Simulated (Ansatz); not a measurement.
BeSe (zinc blende, space group No. 216), plane-wave PAW PBEsol (Ansatz code), all energies at zero smearing, with the estimated change up to a 700 eV cutoff added, with one set of potentials and settings (totals compare only within such a set). Cell of 2 atoms (1 Be, 1 Se): -5516.171 eV.

| element | reference phase | E (eV/atom) |
|---|---|---|
| Be | P6_3/mmc, 2 atoms in the cell | -90.3485 |
| Se | P3_121, 3 atoms in the cell | -5424.2168 |

Formation energy per atom, worked out: (-5516.171 − 1×(-90.3485) − 1×(-5424.2168))/2 = -0.803 eV/atom (-77 kJ per mol of atoms), at 0 K, without zero-point energy or fitted corrections.

Space group F-43m (zinc blende). The PBEsol relaxation kept the symmetry of its start. The references are the lowest solids computed at this level, not always the standard phases.

Potentials: the earlier of the program's two PAW sets. The files were generated under PBE; for other functionals the program regenerates the frozen cores, and for LDA and PBEsol the local potential too.
